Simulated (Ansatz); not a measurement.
Computed with DFT PBE, scalar-relativistic, plane waves, PAW in Ansatz 0.2.0. All cells share a 420 eV cutoff and Γ-centred k meshes spaced at most about 0.3 Å⁻¹ (about 0.25 or finer for metals, 2π included). No spin polarisation in the final relaxations.

Temperature and zero-point effects are left out. All come from trial cells, and lower structures may exist.

Question: Which of these relaxed structures of SiGeW3 is the lowest in energy?
A.

Space group Pm-3m (No. 221). a = 4.501 Å, b = 4.501 Å, c = 4.501 Å, α = 90.00°, β = 90.00°, γ = 90.00°
```tsv
atom	site	symmetry	x	y	z
Si	1b	m-3m	0.5000	0.5000	0.5000
Ge	1a	m-3m	0.0000	0.0000	0.0000
W	3c	4/mm.m	0.0000	0.5000	0.5000
```

B.

Space group P4mm (No. 99). a = 3.648 Å, b = 3.648 Å, c = 6.901 Å, α = 90.00°, β = 90.00°, γ = 90.00°
| atom | site | symmetry | x | y | z |
| --- | --- | --- | --- | --- | --- |
| Si | 1a | 4mm | 0.0000 | 0.0000 | 0.5152 |
| Ge | 1b | 4mm | 0.5000 | 0.5000 | 0.1162 |
| W | 2c | 2mm. | 0.5000 | 0.0000 | 0.8231 |
| W | 1b | 4mm | 0.5000 | 0.5000 | 0.4889 |

C.

Space group P4/mmm (No. 123). a = 3.349 Å, b = 3.349 Å, c = 7.610 Å, α = 90.00°, β = 90.00°, γ = 90.00°
```
atom  site  symmetry       x       y       z
  Si    1c     4/mmm  0.5000  0.5000  0.0000
  Ge    1b     4/mmm  0.0000  0.0000  0.5000
   W    2g       4mm  0.0000  0.0000  0.8346
   W    1d     4/mmm  0.5000  0.5000  0.5000
```

Answer: B. It has space group P4mm (No. 99); the next, C, with space group P4/mmm (No. 123), lies 0.46 eV/atom higher. Counting Ge or Si atoms around W (for each partner element, those within 1.25 times its shortest distance or 1.15 times the sum of covalent radii, where it is the nearest in units of that sum or under 1.3; a slash parts the counts of unlike sites), the lowest and the next both have W 4/5. Even the lowest lies +0.48 eV/atom against the elements.

These runs have no spin–orbit coupling, which can matter for W. Cells relaxed within their symmetry can be saddle points. Some types were kept out of the candidates beforehand, so the set may lack a known form.
